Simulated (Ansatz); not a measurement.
# NaHF2 (R-3m): volume and gaps against pressure

```
Na H F
1.0
     1.71320    0.98912    4.57030
    -1.71320    0.98912    4.57030
     0.00000   -1.97823    4.57030
Na H F
1 1 2
Direct
  0.00000 0.00000 0.00000
  0.50000 0.50000 0.50000
  0.41721 0.41721 0.41721
  0.58279 0.58279 0.58279
```

This is the zero-pressure cell under r²SCAN. Cell and atoms are relaxed by PAW (default files of Ansatz 0.2.0, cutoff 500 eV, stress met within about 0.05 GPa) at each pressure, in this structure whether or not another phase would take over; P is the pressure reached, less that of this cell (which was relaxed on a denser, smeared mesh). Levels come from r²SCAN, PAW on Ansatz 0.2.0's default frozen-core files (fitted under PBE), scalar-relativistic; k mesh 8×8×8, fixed occupations, cutoff 500 eV. Conduction levels are in eV over the valence top (at T), at fixed fractional wave vectors.

```
P (GPa)    V/V₀     c/a      Γ   T ∥ z  L (oblique)  F (oblique)
  -2.02  1.0709  3.8889  7.580   9.256       11.762       12.468
   0.00  1.0000  4.0016  7.816   9.470       12.136       12.886
   2.03  0.9493  4.1001  8.006   9.645       12.429       13.224
   4.01  0.9103  4.1910  8.166   9.798       12.668       13.515
   7.01       ?       ?      ?       ?            ?            ?
  10.01  0.8252  4.4395  8.560  10.193       13.228       14.245
  14.99  0.7750  4.6257  8.817  10.475       13.572       14.740
```

Question: Fit the third-order Birch-Murnaghan equation to the rows shown.

Answer: With f = [(V₀/V)^(2/3) − 1]/2, the normalised pressure F = P/[3f(1 + 2f)^(5/2)] is 33.9 GPa at f = -0.0223, 35.2 GPa at f = 0.0176, 35.3 GPa at f = 0.0323, 35.4 GPa at f = 0.0683, 35.3 GPa at f = 0.0926. The line F = B₀[1 + (3/2)(B′ − 4)f] gives B₀ = 34.6 GPa and B′ = 4.2.

Question: What are the volume deformation potentials and pressure coefficients of these levels at zero pressure?

Answer: 

```
      level  dE/dlnV (eV)  dE/dP = −(dE/dlnV)/B₀ (meV/GPa)  mean slope up to 2.0 GPa (meV/GPa)
          Γ         -3.58                            103.4                                93.6
      T ∥ z         -3.27                             94.5                                86.6
L (oblique)         -5.57                            161.2                               144.0
F (oblique)         -6.35                            183.7                               166.7
```

dE/dlnV is the slope of a cubic fit in ln V at V₀. The last column is read from two rows and shows how the slope bends with pressure.

Question: What belongs in the row at 7.01 GPa?

Answer: The fits give V/V₀ = 0.8624 and Γ = 8.381 eV. Computed: V/V₀ = 0.8631, c/a = 4.3190, Γ = 8.377, T ∥ z = 10.005, L (oblique) = 12.973, F (oblique) = 13.902.

Caveats: no other phase was computed; many crystals of this kind change structure within this range, and rows or crossings beyond such a change describe a metastable lattice; frozen-core PAW files fitted under PBE, their cores solved anew for the functional of the run; semilocal gaps are low, and the spacing of valleys can be off by tenths of an eV; levels are read at fixed fractional k, so an edge that moves off these points is missed.
